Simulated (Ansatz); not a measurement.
Ge (diamond)

```
CELL_PARAMETERS angstrom
      0.00000     2.88111     2.88111
      2.88111     0.00000     2.88111
      2.88111     2.88111     0.00000
ATOMIC_POSITIONS crystal
  Ge 0.50000 0.50000 0.50000
  Ge 0.75000 0.75000 0.75000
```

E(V) scan at fixed shape, V₀ the volume above. Symmetry pins the atoms to their sites.

The numbers are results of PBE (plane waves to 420 eV, PAW, scalar-relativistic; Ansatz, an electronic-structure program), not measurements. k mesh 14×14×14 (Γ-centred), Fermi-Dirac smearing 0.05 eV. The energy includes the smearing's −TS. Stress and pressure are positive under compression. Ge was relaxed with its symmetry unable to fall. The PAW data are Ansatz's earlier set. The zero of ΔE is the relaxed starting cell. The last digit holds for this mesh only.

| V (Å³/atom) | ΔE (meV/atom) |
|---|---|
| 20.089 | 157.1 |
| 21.046 | 80.7 |
| 22.002 | 32.9 |
| 22.959 | withheld |
| 23.915 | 0.0 |
| 24.872 | 6.5 |
| 25.829 | 24.1 |
| 26.785 | 50.5 |
| 27.742 | 83.9 |

Fit a third-order Birch-Murnaghan form (E₀, V₀, B₀, B₀′ free) to the given rows and predict ΔE at V = 22.959.

Least squares on the 8 given rows: ΔE = E₀ + (9V₀B₀/16)·y²·[2 + (B₀′ − 4)y], y = (V₀/V)^(2/3) − 1, with V₀ = 23.915 Å³/atom, B₀ = 58.58 GPa (160.2 GPa = 1 eV/Å³; the term in eV is multiplied by 1000), B₀′ = 4.83, E₀ = 0.00 meV/atom; root-mean-square residual 0.02 meV/atom. At 22.959 the fit gives 7.6 meV/atom; the calculation gives 7.6 meV/atom, the same to the digits shown. For the pressure the fit gives 2.6 GPa against the computed 2.6 GPa.

(Under strain, the slope of the energy per volume gives the stress and its curvature an elastic modulus.)
